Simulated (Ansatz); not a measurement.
E(M) for YCo (Cmcm)

The source of the geometry is a structure from the Materials Project; atoms and cell stay fixed.

Functional, mesh and filling: PBEsol, 9×9×9 k mesh, Fermi–Dirac smearing of 0.03 eV. PAW means Ansatz 0.2.0 on its default frozen-core files; LAPW is all-electron LAPW in Ansatz 0.2.0. Site moments are integrated in spheres about the atoms, whose radii differ between the methods.

The reference run was typed so:

```yaml
crystal:
  lattice:
    - [2.067491779, -5.2151665575, 0.0]
    - [2.067491779, 5.2151665575, 0.0]
    - [0.0, 0.0, 3.84650815]
  atoms:
    - { symbol: "Y", position: [0.14277756, 0.85722244, 0.75], spin: -0.6 }
    - { symbol: "Y", position: [0.85722244, 0.14277756, 0.25], spin: -0.6 }
    - { symbol: Co, position: [0.44679314, 0.55320686, 0.75], spin: 2.0 }
    - { symbol: Co, position: [0.55320686, 0.44679314, 0.25], spin: 2.0 }
magnetization:
  spin_polarized: true
kpoints:
  mp_grid: { grid: [9, 9, 9] }
scf:
  occupations: { method: fermi_dirac, width: 0.03 }
  lower_state_search: "off"
hamiltonian:
  xc: pbesol
  pseudopotentials: { kind: paw }
output:
  forces: true
  stress: true
  eigenvalues: true
  populations: true
  dos: { projected: true, de: 0.1, e_range: [-8, 5] }
  write_density: true
  write_potential: true
  elf: true
  volumetric_format: npy
```

Command: `ansatz run input.yaml --threads 2 --pin off --max-ram 6144MiB --backend cpu --events-out ev --progress --plain --runs-dir out`

The input for «total moment held at 0.26 μB» by PAW differs from it in these lines, output keys apart:

```diff
-    - { symbol: "Y", position: [0.14277756, 0.85722244, 0.75], spin: -0.6 }
-    - { symbol: "Y", position: [0.85722244, 0.14277756, 0.25], spin: -0.6 }
-    - { symbol: Co, position: [0.44679314, 0.55320686, 0.75], spin: 2.0 }
-    - { symbol: Co, position: [0.55320686, 0.44679314, 0.25], spin: 2.0 }
+    - { symbol: "Y", position: [0.14277756, 0.85722244, 0.75] }
+    - { symbol: "Y", position: [0.85722244, 0.14277756, 0.25] }
+    - { symbol: Co, position: [0.44679314, 0.55320686, 0.75], spin: 0.13 }
+    - { symbol: Co, position: [0.55320686, 0.44679314, 0.25], spin: 0.13 }
+  initial_magnetization: 0.26
+  spin_locking: { lock_magnetization: hard }
```

The input for «total moment held at 0.84 μB» by LAPW differs from it in these lines, output keys apart:

```diff
-    - { symbol: "Y", position: [0.14277756, 0.85722244, 0.75], spin: -0.6 }
-    - { symbol: "Y", position: [0.85722244, 0.14277756, 0.25], spin: -0.6 }
-    - { symbol: Co, position: [0.44679314, 0.55320686, 0.75], spin: 2.0 }
-    - { symbol: Co, position: [0.55320686, 0.44679314, 0.25], spin: 2.0 }
+    - { symbol: "Y", position: [0.14277756, 0.85722244, 0.75] }
+    - { symbol: "Y", position: [0.85722244, 0.14277756, 0.25] }
+    - { symbol: Co, position: [0.44679314, 0.55320686, 0.75], spin: 0.42 }
+    - { symbol: Co, position: [0.55320686, 0.44679314, 0.25], spin: 0.42 }
+  initial_magnetization: 0.84
+  spin_locking: { lock_magnetization: hard }
-  pseudopotentials: { kind: paw }
+  pseudopotentials: { kind: all_electron, lapw: { basis_error: 0.001 } }
```

Each run fixes M = N↑ − N↓ with two Fermi levels; the holding field B = (E_F↑ − E_F↓)/2μB is the slope of the free energy against M over μB. Energies count from each method's free run. The held moment starts on the atoms that carry the free run's moments.

Question: Does the cell keep a net moment when the moments are free, and how does its energy change with a held moment?

Answer: The free run ends with M = 0.65 μB per cell. 
```
M (μB/cell)  ΔF PAW (meV/cell)  ΔF LAPW (meV/cell)  B, PAW (T)  largest site moment, PAW (μB)  pressure, PAW (GPa)
       0.00               +8.5                +9.7           –                           0.00                 -5.3
       0.13               +7.5                +8.7        -251                           0.15                 -5.3
       0.26               +4.9                   –        -419                           0.28                 -5.2
       0.39               +1.9                   –        -308                           0.39                 -5.1
       0.52               +0.4                   –        -113                           0.48                 -4.9
       0.58               +0.1                   –         -59                           0.52                 -4.9
       0.75               +0.3                   –        +127                           0.63                 -4.7
       0.84               +1.4                +1.1        +298                           0.67                 -4.6
```

Against an unpolarised PAW run, spin polarisation gains 2.1 meV per atom; the pressure goes from -5.3 to -4.8 GPa, the usual magnetovolume effect: the magnetic state wants the larger volume.

Separate runs put a uniform field on the spins (g = 2):

| field (T) | M PAW (μB/cell) | M LAPW (μB/cell) |
| --- | --- | --- |
| 300 | 0.841 | 0.852 |
| 600 | 0.976 | – |

The rows needn't lie on one branch: at M = 0 the run is unmagnetised, so slopes across such rows needn't follow B.

The PAW files were made with PBE; the program remakes their cores once for the run's functional and then keeps them frozen. The Ansatz runs typed with the search for lower states off end where their start leads. The magnetic state is the one that this cell and start allow. It needn't be the compound's measured order, which may need a larger cell or be absent.
